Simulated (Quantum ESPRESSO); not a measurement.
# Kohn-Sham bands of TiS$_{2}$ (C2/m, isolated units)

```xyz
3
Lattice="2.9679 -1.7135 0.0000 2.9679 1.7135 0.0000 -1.0856 0.0000 11.1934" Properties=species:S:1:pos:R:3 pbc="T T T"
Ti     0.0000     0.0000     0.0000
S      1.9788     0.0000    -1.4020
S     -1.9788     0.0000     1.4020
```

Cell from Materials Project (mp-1062030), symmetrised, no further relaxation. Computed values, not measurements, from PBEsol: Quantum ESPRESSO (norm-conserving PseudoDojo potentials, cutoff 68 Ry, no spin polarisation, no spin-orbit coupling) on a Γ-centred 10×10×4 mesh, then Wannier90. Density: 10×10×1 mesh, Gaussian smearing 0.01 Ry. The cell is built of weakly bound layers, chains or molecules, whose nearest atoms lie 8.56 Å apart, far more than in van der Waals crystals (3.2 to 4.2 Å): it describes nearly isolated units, such as a monolayer, not the bulk crystal. The gap is small at this level and was sampled on the meshes and a path alone.

**Question.** List the Kohn-Sham levels between −8 and 3.1 eV relative to the valence-band maximum at the high-symmetry points, as a band run of pw.x on that density gives them (levels within 2 meV counted together).

**Answer.** 
```json
[
 {"point": "Γ", "k (reciprocal lattice)": "0.000 0.000 0.000", "levels (eV)": "-4.57, -2.83 (×2), -1.33, 0.00 (×2), 0.42 (×2), 1.12"},
 {"point": "C", "k (reciprocal lattice)": "-0.334 0.334 0.000", "levels (eV)": "-4.19 (×2), -4.05, -2.62, -2.36 (×2), 1.05, 1.61 (×2)"},
 {"point": "C_2", "k (reciprocal lattice)": "-0.666 -0.334 0.000", "levels (eV)": "-4.19 (×2), -4.05, -2.62, -2.36 (×2), 1.05, 1.61 (×2)"},
 {"point": "Y_2", "k (reciprocal lattice)": "-0.500 -0.500 0.000", "levels (eV)": "-5.23, -4.05, -2.80, -2.74, -1.89, -1.44, 0.09, 1.45, 1.82"},
 {"point": "M_2", "k (reciprocal lattice)": "-0.500 -0.500 0.500", "levels (eV)": "-5.23, -4.05, -2.80, -2.74, -1.89, -1.44, 0.09, 1.45, 1.82"},
 {"point": "D", "k (reciprocal lattice)": "-0.670 -0.330 0.500", "levels (eV)": "-4.20, -4.19, -4.04, -2.62, -2.36, -2.35, 1.05, 1.61, 1.61"},
 {"point": "D_2", "k (reciprocal lattice)": "-0.330 0.330 0.500", "levels (eV)": "-4.20, -4.19, -4.04, -2.62, -2.36, -2.35, 1.05, 1.61, 1.61"},
 {"point": "A", "k (reciprocal lattice)": "0.000 0.000 0.500", "levels (eV)": "-4.57, -2.83 (×2), -1.34, 0.00 (×2), 0.42 (×2), 1.13"},
 {"point": "L_2", "k (reciprocal lattice)": "-0.500 0.000 0.500", "levels (eV)": "-5.23, -4.04, -2.80, -2.74, -1.89, -1.44, 0.09, 1.45, 1.82"},
 {"point": "V_2", "k (reciprocal lattice)": "-0.500 0.000 0.000", "levels (eV)": "-5.23, -4.04, -2.80, -2.74, -1.89, -1.44, 0.09, 1.45, 1.82"}
]
```
